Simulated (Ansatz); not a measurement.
LiCl:
```
LiCl
1.0
    0.00000     2.55587     2.55587
    2.55587     0.00000     2.55587
    2.55587     2.55587     0.00000
Li Cl
1 1
Cartesian
  0.00000   0.00000   0.00000
  2.55587   2.55587   2.55587
```

Relaxed with r²SCAN. Special points in fractions of this cell's reciprocal vectors: Γ (0.000, 0.000, 0.000); X (0.500, 0.000, 0.500); U (0.625, 0.250, 0.625); K (0.375, 0.375, 0.750); L (0.500, 0.500, 0.500); W (0.500, 0.250, 0.750).

Q: List the band energies nearest the valence-band maximum at these points for the program Ansatz at the r²SCAN level (PAW).

A: In eV from the valence-band maximum; about four levels below and three above (degenerate sets whole), none deeper than 8.9 eV; points with the same levels are listed once.

```csv
k,below,above
Γ,0.00 0.00 0.00,7.29 12.51 12.51 12.51
X,-2.98 -1.14 -1.14,8.62 8.86 13.67
U,-2.55 -1.84 -0.86,8.81 10.69 12.44
L,-2.91 -0.28 -0.28,7.54 10.25 10.25
W,-2.18 -2.18 -1.10,10.34 11.07 11.22 11.22
```

Space group Fm-3m (rock salt). Symmetry was held in the r²SCAN relaxation.

Potentials: the earlier of the program's two PAW sets. The files were generated under PBE; for other functionals the program regenerates the frozen cores, and for LDA and PBEsol the local potential too.
